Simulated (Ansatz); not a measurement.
The following input was run with Ansatz 0.2.0.

```yaml
crystal:
  lattice:
    - [3.060358149, 0.0, 0.0]
    - [-1.5301790745, 2.6503479017, 0.0]
    - [0.0, 0.0, 27.7457018777]
  atoms:
    - { symbol: C, position: [0.3333333333, 0.6666666667, 0.3063537566] }
    - { symbol: Ti, position: [0.6666666667, 0.3333333333, 0.3513836495] }
    - { symbol: C, position: [0.0, 0.0, 0.3964135423] }
    - { symbol: Ti, position: [0.3333333333, 0.6666666667, 0.4414434351] }
    - { symbol: C, position: [0.6666666667, 0.3333333333, 0.4864946011] }
    - { symbol: Ti, position: [0.0, 0.0, 0.5295768637] }
    - { symbol: C, position: [0.3333333333, 0.6666666667, 0.5792580203] }
    - { symbol: Ti, position: [0.6666666667, 0.3333333333, 0.6163519838] }
    - { symbol: "N", position: [0.0, 0.0, 0.6704144114] }
basis:
  ecutwfc: 500
kpoints:
  mp_grid: { grid: [12, 12, 1] }
hamiltonian:
  xc: r2scan
scf:
  occupations: { method: gaussian, width: 0.1 }
output:
  forces: true
  eigenvalues: true
  write_density: true
  write_potential: true
  elf: true
  volumetric_format: npy
relax:
  adjacent_minimum: "off"
  f_tol: 0.03
  max_steps: 70
  constraints: [{ sites: [0, 1, 2, 3] }]
efield:
  axis: 3
  dipole_correction: true
  ramp_width: 0.04
```

Run as
```bash
ansatz run input.yaml --threads 2 --pin off --max-ram 5120MiB --backend cpu --events-out ev --progress --plain --runs-dir out
```

Level of theory: Ansatz 0.2.0, DFT r2SCAN, scalar-relativistic, plane waves, PAW.

Abridged output (final results; tables in files aren't shown):

```
SCF 7 converged in 2 iterations: F = -11411.683653 eV  dr2 = 1.89e-8
WARN: The output density's exchange-correlation potential varies sharply where the density is thin. Do not read a vacuum level from v_tot or v_xc, or from such a field of the output density. On a cell that repeats whose density bears no net charge and no dipole along the vacuum's axis use v_es (v_loc + v_h of the components); under efield.dipole_correction with no amplitude use v_es + v_field, which holds any external_charges[].barrier, or the levels of the report's work_function block, which leave it out; under a non-zero efield.amplitude the vacuum is tilted and has no level; on a cell that repeats and bears such a dipole with no correction it is tilted too, and efield.dipole_correction wi ...
SCF converged after 2 iterations
Free energy (F): -11411.683653 eV
Harris-Foulkes:  -11411.683653 eV  (|F-HF|=9.73e-9)
Internal energy: -11411.656922 eV  (E = F + TS)
E sigma→0 (E₀):  -11411.670288 eV
Entropy (-TS):   -0.026731 eV (-2.970 meV/atom)
Fermi energy:    0.990246 eV
Dipole field:    D = -0.031137 V/Å  (p = -0.038724 e·Å, saw-weighted, corrected)
Work function:   Φ+ = 7.7373 eV   Φ− = 6.8734 eV
Levels:          The Fermi level and band energies are counted from a zero that moves with the ramp; work functions are not
--- Per-component energies (eV) ---
  E_band       = -1379.786525
  E_kinetic    = 1571.282562
  E_local      = -96477.667862  (includes V_loc(G=0)·N_el)
  E_nonlocal   = 171.410992
  E_hartree    = 47468.553426
  E_xc         = -623.364673
  E_vxc        = -880.800487  (∫ρ·V_xc dr)
  E_paw        = -4752.285012  (= ΣΔE_a)
  E_vpaw       = -756.606440  (= ΣTr[D̂ρ^β])
  E_aug_tail   = 0.000404  (compensation charges beyond the density's cutoff)
  E_vtau       = 55.447243  (kinetic-family band-sum trace: ∫τ·v_τ [+ j·A + Jᵃ·Aᵃ] dr)
  E_efield     = 0.000603  (sawtooth field / dipole correction)
  E_vefield    = 0.026978  (∫n·V_field dr)
  E_ewald      = 41231.555127
  E_core_change = -1.142488  (= ΣΔE_core)
  E_smearing   = -0.026731  (= −TS)
--- Forces (eV/Å), atoms counted from 1 ---
  atom   1  C      0.00000000     0.00000000     1.28892404
  atom   2  Ti     0.00000000     0.00000000    -1.11692666
  atom   3  C      0.00000000     0.00000000    -0.62282345
  atom   4  Ti     0.00000000     0.00000000     0.44900690
  atom   5  C      0.00000000     0.00000000     0.00053240
  atom   6  Ti     0.00000000     0.00000000     0.00043012
  atom   7  C      0.00000000     0.00000000    -0.00152820
  atom   8  Ti     0.00000000     0.00000000     0.00260715
  atom   9  N      0.00000000     0.00000000    -0.00022063
--- Band table (eV; the first three rows and the last of 19) ---
  k-point 0: bands = ["-57.8046", "-57.5347", "-57.4919", "-57.1546", "-33.1653", "-32.8368", "-32.8368", "-32.7943", "-32.7012", "-32.5938", "-32.5938", "-32.5237", "-32.5237", "-32.3693", "-32.1856", "-32.1856", "-12.8772", "-11.8298", "-10.7307", "-9.4377", "-8.5729", "-4.0710", "-2.4963", "-1.8974", "-1.8974", "-1.5561", "-1.5561", "-1.0730", "-0.4944", "-0.4944", "0.2667", "0.8423", "0.8423", "2.3717", "2.5238", "2.5238", "2.9817", "2.9817", "3.3328", "3.3328", "3.6416", "3.9065", "3.9065", "4.3985"]
  k-point 1: bands = ["-57.8011", "-57.5313", "-57.4885", "-57.1509", "-33.1567", "-32.8725", "-32.8432", "-32.7806", "-32.7007", "-32.6197", "-32.5995", "-32.5510", "-32.5297", "-32.3659", "-32.2161", "-32.1922", "-12.7877", "-11.6980", "-10.6335", "-9.3882", "-8.6031", "-3.9794", "-2.5392", "-1.9042", "-1.8255", "-1.6690", "-1.4980", "-1.0087", "-0.7372", "-0.4759", "0.2401", "0.4824", "0.8174", "1.7381", "1.9320", "2.5422", "2.9908", "3.1761", "3.5305", "3.6512", "3.8510", "3.9763", "4.0121", "4.3313"]
  k-point 2: bands = ["-57.7913", "-57.5221", "-57.4792", "-57.1408", "-33.1336", "-32.9530", "-32.8606", "-32.7604", "-32.7076", "-32.6834", "-32.6209", "-32.6151", "-32.5460", "-32.3628", "-32.2934", "-32.2103", "-12.5519", "-11.3199", "-10.3623", "-9.2597", "-8.6691", "-3.7191", "-2.6766", "-1.9597", "-1.8740", "-1.6456", "-1.3483", "-1.2740", "-0.8839", "-0.4599", "-0.4114", "0.3025", "0.6818", "0.9894", "1.4371", "1.9270", "2.7727", "3.1106", "3.5830", "3.9139", "4.1095", "4.2621", "4.4054", "4.6019"]
  k-point 18: bands = ["-57.7446", "-57.4781", "-57.4343", "-57.0924", "-33.1299", "-33.1273", "-33.0414", "-32.8589", "-32.8501", "-32.7934", "-32.7837", "-32.6985", "-32.6704", "-32.5338", "-32.4528", "-32.2992", "-11.6773", "-9.2233", "-9.0096", "-8.5627", "-7.9923", "-3.2804", "-3.0916", "-3.0037", "-2.5958", "-2.1301", "-1.9615", "-1.7571", "-1.6416", "-1.4061", "-1.2377", "-0.9036", "0.0390", "0.1897", "0.7465", "0.9746", "3.8341", "3.9085", "3.9331", "4.1648", "4.2724", "4.3841", "4.4629", "5.0160"]
--- Relaxed structure (6 steps of the walk, 6 accepted, 0 SCFs on fresh bases) ---
  F+E_penalty+E_count = -11411.68365346 eV   max|allowed force component| = 2.697e-3 eV/Å
  atoms:
    - { symbol: C, position: [0.33333333, 0.66666666, 0.3063537566] }
    - { symbol: Ti, position: [0.66666666, 0.33333333, 0.3513836495] }
    - { symbol: C, position: [0.0, 0.0, 0.3964135423] }
    - { symbol: Ti, position: [0.33333333, 0.66666666, 0.4414434351] }
    - { symbol: C, position: [0.66666666, 0.33333333, 0.48463387] }
    - { symbol: Ti, position: [0.0, 0.0, 0.53250527] }
    - { symbol: C, position: [0.33333333, 0.66666666, 0.57250589] }
    - { symbol: Ti, position: [0.66666666, 0.33333333, 0.62618473] }
    - { symbol: N, position: [0.0, 0.0, 0.65410010] }
```

The relaxation met its thresholds.

It took 86 s on 2 threads of Intel(R) Xeon(R) 6975P-C (Granite Rapids), with other jobs on the host, peak memory 1.1 GiB.

Spin polarisation was left out, and a magnetic state may lie lower.